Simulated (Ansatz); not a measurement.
input.yaml

```yaml
crystal:
  lattice:
    - [4.6711350825, 0.0, 0.0]
    - [-2.3355675413, 4.045321646, 0.0]
    - [0.0, 0.0, 3.6076303502]
  atoms:
    - { symbol: Be, position: [0.1518487299, 0.3481512701, 0.25] }
    - { symbol: Be, position: [0.1518487299, 0.8036974597, 0.25] }
    - { symbol: Be, position: [0.6963025403, 0.3481512701, 0.25] }
    - { symbol: Be, position: [0.6666666667, 0.8333333333, 0.25] }
    - { symbol: Be, position: [0.3333333333, 0.1666666667, 0.75] }
    - { symbol: Be, position: [0.3350146354, 0.6675073177, 0.75] }
    - { symbol: Be, position: [0.8324926823, 0.1649853646, 0.75] }
    - { symbol: Be, position: [0.8324926823, 0.6675073177, 0.75] }
    - { symbol: H, position: [0.3333333333, 0.1666666667, 0.25] }
basis:
  ecutwfc: 420
kpoints:
  mp_grid: { grid: [6, 6, 8] }
hamiltonian:
  xc: pbe
scf:
  occupations: { method: gaussian, width: 0.1 }
output:
  forces: true
  stress: true
  eigenvalues: true
relax:
  adjacent_minimum: "off"
  f_tol: 0.025
  max_steps: 70
  cell: { stress_tol: 0.12 }
```

Launched with
```bash
ansatz run input.yaml --threads 2 --pin off --max-ram 5120MiB --backend cpu --events-out ev --progress --plain --runs-dir out
```

These are results of DFT PBE, scalar-relativistic, plane waves, PAW (Ansatz 0.2.0), not measurements.

Abridged output (iterations and final results):

```
SCF iter   1: F=—  HF=-756.177677 eV  |F-HF|=—  |Δ(HF+E_count)|=         —  Δρ=3.38e-3  dr2=1.43e-2  ethr=1.77e-3  ⟨swp⟩=5.7  Hψ=3597  notcnv=0  defer=13
SCF iter   2: F=—  HF=-756.174512 eV  |F-HF|=—  |Δ(HF+E_count)|=   3.16e-3  Δρ=1.98e-3  dr2=4.66e-3  ethr=8.42e-5  ⟨swp⟩=1.0  Hψ=910  notcnv=0  defer=14
SCF iter   3: F=—  HF=-756.173068 eV  |F-HF|=—  |Δ(HF+E_count)|=   1.44e-3  Δρ=2.16e-4  dr2=4.66e-5  ethr=2.74e-5  ⟨swp⟩=2.4  Hψ=793  notcnv=0  defer=14
SCF iter   4: F=—  HF=-756.173031 eV  |F-HF|=—  |Δ(HF+E_count)|=   3.63e-5  Δρ=7.34e-5  dr2=8.01e-6  ethr=2.74e-7  ⟨swp⟩=2.0  Hψ=770  notcnv=0  defer=14
SCF iter   5: F=—  HF=-756.173029 eV  |F-HF|=—  |Δ(HF+E_count)|=   2.73e-6  Δρ=1.40e-5  dr2=2.03e-7  ethr=4.71e-8  ⟨swp⟩=2.1  Hψ=742  notcnv=0  defer=14
SCF iter   6: F=-756.173029 eV  HF=-756.173029 eV  |F-HF|=2.50e-9  |Δ(HF+E_count)|=   7.19e-8  Δρ=3.03e-6  dr2=5.20e-9  ethr=5.88e-10  ⟨swp⟩=7.7  Hψ=2702  notcnv=0
SCF 1 converged in 6 iterations: F = -756.173029 eV  dr2 = 5.20e-9
relax step   1: F+E_penalty+E_count = -756.17302866 eV  Δ(F+E_penalty+E_count) = +0.000e0 eV  max|allowed force component| = 1.135e-2 eV/Å  Δτ_max = 0.0000 Å  P = -0.051 GPa  Ω = 68.171 Å³  (6 SCF iters, dr2 threshold 1.00e-7 eV, accepted)
Crystal: 9 atoms, lattice volume = 68.155 Å³
Initial density: handed on by an earlier stage of this run
Initial wavefunctions: those handed on with the density
SCF iter   1: F=—  HF=-756.174760 eV  |F-HF|=—  |Δ(HF+E_count)|=         —  Δρ=4.53e-4  dr2=1.38e-4  ethr=8.16e-7  ⟨swp⟩=2.4  Hψ=3464  notcnv=0
SCF iter   2: F=—  HF=-756.174710 eV  |F-HF|=—  |Δ(HF+E_count)|=   5.01e-5  Δρ=1.98e-4  dr2=2.12e-5  ethr=8.13e-7  ⟨swp⟩=2.2  Hψ=846  notcnv=0
SCF iter   3: F=—  HF=-756.174707 eV  |F-HF|=—  |Δ(HF+E_count)|=   2.69e-6  Δρ=7.10e-5  dr2=3.42e-6  ethr=1.25e-7  ⟨swp⟩=1.7  Hψ=768  notcnv=0
SCF iter   4: F=-756.174707 eV  HF=-756.174707 eV  |F-HF|=1.04e-8  |Δ(HF+E_count)|=   6.64e-7  Δρ=5.34e-6  dr2=2.05e-8  ethr=5.29e-9  ⟨swp⟩=5.0  Hψ=2643  notcnv=0
SCF 2 converged in 4 iterations: F = -756.174707 eV  dr2 = 2.05e-8
relax step   2: F+E_penalty+E_count = -756.17470657 eV  Δ(F+E_penalty+E_count) = -1.678e-3 eV  max|allowed force component| = 2.038e-2 eV/Å  Δτ_max = 0.0001 Å  P = -0.062 GPa  Ω = 68.155 Å³  energy of the carried Pulay correction = +1.119e-5 eV  (4 SCF iters, dr2 threshold 9.00e-7 eV, accepted)
Crystal: 9 atoms, lattice volume = 67.972 Å³
Basis set: ecut = 420 eV, 1325 PW (Γ), exchange–correlation on 64×64×50 points (8 copies of the dense FFT grid, shifted against one another)
SCF iter   1: F=—  HF=-756.177189 eV  |F-HF|=—  |Δ(HF+E_count)|=         —  Δρ=1.32e-3  dr2=1.61e-3  ethr=9.48e-6  ⟨swp⟩=2.4  Hψ=3607  notcnv=0
SCF iter   2: F=—  HF=-756.176767 eV  |F-HF|=—  |Δ(HF+E_count)|=   4.22e-4  Δρ=5.08e-4  dr2=1.76e-4  ethr=9.48e-6  ⟨swp⟩=2.7  Hψ=901  notcnv=0
SCF iter   3: F=—  HF=-756.176721 eV  |F-HF|=—  |Δ(HF+E_count)|=   4.57e-5  Δρ=2.34e-4  dr2=2.84e-5  ethr=1.03e-6  ⟨swp⟩=2.1  Hψ=814  notcnv=0
SCF iter   4: F=-756.176717 eV  HF=-756.176717 eV  |F-HF|=1.16e-7  |Δ(HF+E_count)|=   4.20e-6  Δρ=2.29e-5  dr2=3.37e-7  ethr=5.29e-9  ⟨swp⟩=3.5  Hψ=2348  notcnv=0
SCF 3 converged in 4 iterations: F = -756.176717 eV  dr2 = 3.37e-7
relax step   3: F+E_penalty+E_count = -756.17671683 eV  Δ(F+E_penalty+E_count) = -2.010e-3 eV  max|allowed force component| = 1.815e-2 eV/Å  Δτ_max = 0.0042 Å  P = +0.149 GPa  Ω = 67.972 Å³  energy of the carried Pulay correction = +1.056e-4 eV  (4 SCF iters, dr2 threshold 9.00e-7 eV, accepted)
Crystal: 9 atoms, lattice volume = 68.231 Å³
SCF iter   1: F=—  HF=-756.176665 eV  |F-HF|=—  |Δ(HF+E_count)|=         —  Δρ=8.81e-4  dr2=6.32e-4  ethr=3.67e-6  ⟨swp⟩=2.6  Hψ=3522  notcnv=0
SCF iter   2: F=—  HF=-756.176529 eV  |F-HF|=—  |Δ(HF+E_count)|=   1.36e-4  Δρ=3.92e-4  dr2=9.13e-5  ethr=3.67e-6  ⟨swp⟩=2.6  Hψ=838  notcnv=0
SCF iter   3: F=—  HF=-756.176504 eV  |F-HF|=—  |Δ(HF+E_count)|=   2.54e-5  Δρ=1.73e-4  dr2=1.62e-5  ethr=5.37e-7  ⟨swp⟩=2.0  Hψ=812  notcnv=0
SCF iter   4: F=-756.176501 eV  HF=-756.176502 eV  |F-HF|=1.33e-7  |Δ(HF+E_count)|=   2.42e-6  Δρ=1.44e-5  dr2=2.14e-7  ethr=1.30e-9  ⟨swp⟩=3.7  Hψ=2206  notcnv=0
SCF 4 converged in 4 iterations: F = -756.176501 eV  dr2 = 2.14e-7
relax step   4: F+E_penalty+E_count = -756.17650145 eV  Δ(F+E_penalty+E_count) = +2.154e-4 eV  max|allowed force component| = 3.605e-2 eV/Å  Δτ_max = 0.0016 Å  P = -0.339 GPa  Ω = 68.231 Å³  energy of the carried Pulay correction = -6.730e-6 eV  (4 SCF iters, dr2 threshold 2.22e-7 eV, rejected (line search))
Crystal: 9 atoms, lattice volume = 68.031 Å³
SCF iter   1: F=—  HF=-756.177159 eV  |F-HF|=—  |Δ(HF+E_count)|=         —  Δρ=5.30e-4  dr2=3.31e-4  ethr=1.91e-6  ⟨swp⟩=2.4  Hψ=3332  notcnv=0
SCF iter   2: F=—  HF=-756.177074 eV  |F-HF|=—  |Δ(HF+E_count)|=   8.56e-5  Δρ=2.21e-4  dr2=3.86e-5  ethr=1.91e-6  ⟨swp⟩=2.6  Hψ=844  notcnv=0
SCF iter   3: F=—  HF=-756.177054 eV  |F-HF|=—  |Δ(HF+E_count)|=   1.92e-5  Δρ=1.09e-4  dr2=5.73e-6  ethr=2.27e-7  ⟨swp⟩=2.3  Hψ=836  notcnv=0
SCF iter   4: F=—  HF=-756.177053 eV  |F-HF|=—  |Δ(HF+E_count)|=   1.39e-6  Δρ=3.06e-5  dr2=4.94e-7  ethr=3.37e-8  ⟨swp⟩=1.0  Hψ=630  notcnv=0
SCF iter   5: F=—  HF=-756.177052 eV  |F-HF|=—  |Δ(HF+E_count)|=   8.11e-7  Δρ=4.86e-6  dr2=1.06e-8  ethr=2.91e-9  ⟨swp⟩=1.0  Hψ=630  notcnv=0
SCF iter   6: F=-756.177052 eV  HF=-756.177052 eV  |F-HF|=2.74e-11  |Δ(HF+E_count)|=  1.78e-10  Δρ=6.99e-7  dr2=1.75e-10  ethr=3.05e-12  ⟨swp⟩=2.9  Hψ=2023  notcnv=0
SCF 5 converged in 6 iterations: F = -756.177052 eV  dr2 = 1.75e-10
relax step   5: F+E_penalty+E_count = -756.17705228 eV  Δ(F+E_penalty+E_count) = -3.354e-4 eV  max|allowed force component| = 3.175e-3 eV/Å  Δτ_max = 0.0004 Å  P = +0.013 GPa  Ω = 68.031 Å³  energy of the carried Pulay correction = +8.151e-5 eV  (6 SCF iters, accepted)
Basis set: ecut = 420 eV, 1325 PW (Γ), exchange–correlation on 64×64×48 points (8 copies of the dense FFT grid, shifted against one another)
Initial wavefunctions: pseudopotential atomic-orbital guess (no wavefunctions were taken with the density)
SCF iter   1: F=—  HF=-756.176670 eV  |F-HF|=—  |Δ(HF+E_count)|=         —  Δρ=4.97e-5  dr2=6.34e-8  ethr=2.45e-8  ⟨swp⟩=3.0  Hψ=5167  notcnv=0
SCF iter   2: F=—  HF=-756.176992 eV  |F-HF|=—  |Δ(HF+E_count)|=   3.23e-4  Δρ=2.50e-5  dr2=1.72e-8  ethr=3.73e-10  ⟨swp⟩=2.0  Hψ=938  notcnv=0
SCF iter   3: F=—  HF=-756.176993 eV  |F-HF|=—  |Δ(HF+E_count)|=   6.14e-7  Δρ=3.01e-6  dr2=4.67e-9  ethr=1.01e-10  ⟨swp⟩=2.1  Hψ=910  notcnv=0
SCF iter   4: F=-756.176993 eV  HF=-756.176993 eV  |F-HF|=6.00e-11  |Δ(HF+E_count)|=   4.78e-9  Δρ=4.73e-7  dr2=7.11e-11  ethr=3.05e-12  ⟨swp⟩=2.7  Hψ=2072  notcnv=0
SCF 6 converged in 4 iterations: F = -756.176993 eV  dr2 = 7.11e-11
SCF converged after 4 iterations
Free energy (F): -756.176993 eV
Harris-Foulkes:  -756.176993 eV  (|F-HF|=6.00e-11)
Internal energy: -756.170006 eV  (E = F + TS)
E sigma→0 (E₀):  -756.173499 eV
Entropy (-TS):   -0.006987 eV (-0.776 meV/atom)
Fermi energy:    8.322256 eV
--- Per-component energies (eV) ---
  E_band       = 42.845929
  E_kinetic    = 181.711549
  E_local      = 7.061349  (includes V_loc(G=0)·N_el)
  E_nonlocal   = 36.352278
  E_hartree    = 3.674781
  E_xc         = -166.952493
  E_vxc        = -177.775341  (∫ρ·V_xc dr)
  E_paw        = -476.853791  (= ΣΔE_a)
  E_vpaw       = -11.852123  (= ΣTr[D̂ρ^β])
  E_aug_tail   = -0.001333  (compensation charges beyond the density's cutoff)
  E_ewald      = -341.162346
  E_smearing   = -0.006987  (= −TS)
--- Forces (eV/Å), atoms counted from 1 ---
  atom   1  Be    -0.00032940     0.00019018     0.00000000
  atom   2  Be     0.00000000    -0.00038035     0.00000000
  atom   3  Be     0.00032940     0.00019018     0.00000000
  atom   4  Be     0.00000000     0.00000000     0.00000000
  atom   5  Be     0.00000000     0.00000000     0.00000000
  atom   6  Be     0.00274070     0.00158234     0.00000000
  atom   7  Be     0.00000000    -0.00316468     0.00000000
  atom   8  Be    -0.00274070     0.00158234     0.00000000
  atom   9  H      0.00000000     0.00000000     0.00000000
--- Stress (GPa, compression-positive) ---
        0.070993       0.000000       0.000000
        0.000000       0.070993       0.000000
        0.000000       0.000000      -0.106969
  P = ⅓ Tr σ = 0.0117 GPa (0.117 kbar)
--- Band table (eV; the first three rows and the last of 35) ---
  k-point 0: bands = ["-4.3049", "0.3173", "2.7707", "2.7707", "3.3984", "3.6519", "4.2857", "4.2857", "8.3251", "11.0083", "11.0427", "11.0427", "13.3068", "13.9345", "14.0006", "14.0006", "14.2477", "14.2477"]
  k-point 1: bands = ["-4.1856", "0.2889", "2.8553", "2.8901", "2.8901", "3.5570", "4.3214", "4.3214", "9.3236", "10.5419", "10.5790", "10.5790", "11.6021", "12.0398", "12.0398", "15.6247", "15.8069", "15.8069"]
  k-point 2: bands = ["-3.8405", "0.0523", "1.7988", "3.2283", "3.2283", "3.7725", "4.3987", "4.3987", "9.2730", "9.6557", "9.6557", "9.9821", "10.3456", "10.3456", "12.0113", "16.3926", "16.3926", "16.7823"]
  k-point 34: bands = ["-2.4106", "0.9190", "1.0257", "1.1548", "1.2050", "1.3471", "5.2146", "6.4993", "7.5674", "8.0542", "12.3451", "12.9506", "14.3671", "14.9863", "15.0876", "15.6303", "15.6389", "15.8827"]
--- Relaxed structure (5 steps of the walk, 4 accepted, 1 SCFs on fresh bases) ---
  F+E_penalty+E_count = -756.17699293 eV   max|allowed force component| = 3.165e-3 eV/Å   (the final SCF, on the basis selected at the relaxed cell)
  cell:  # Å, volume = 68.0313 Å³
    - [4.69681437, 0.0, 0.0]
    - [-2.34840718, 4.06756056, 0.0]
    - [0.0, 0.0, 3.56099481]
  atoms:
    - { symbol: Be, position: [0.15136341, 0.34863658, 0.25] }
    - { symbol: Be, position: [0.15136341, 0.80272682, 0.25] }
    - { symbol: Be, position: [0.69727317, 0.34863658, 0.25] }
    - { symbol: Be, position: [0.66666666, 0.83333333, 0.25] }
    - { symbol: Be, position: [0.33333333, 0.16666666, 0.74999999] }
    - { symbol: Be, position: [0.33546151, 0.66773075, 0.74999999] }
    - { symbol: Be, position: [0.83226924, 0.16453848, 0.74999999] }
    - { symbol: Be, position: [0.83226924, 0.66773075, 0.74999999] }
    - { symbol: H, position: [0.33333333, 0.16666666, 0.25] }
```

The relaxation met its thresholds.

It took 11 s on 2 threads of Intel(R) Xeon(R) Platinum 8375C CPU @ 2.90GHz (Ice Lake), on a shared host, peak memory 0.39 GiB.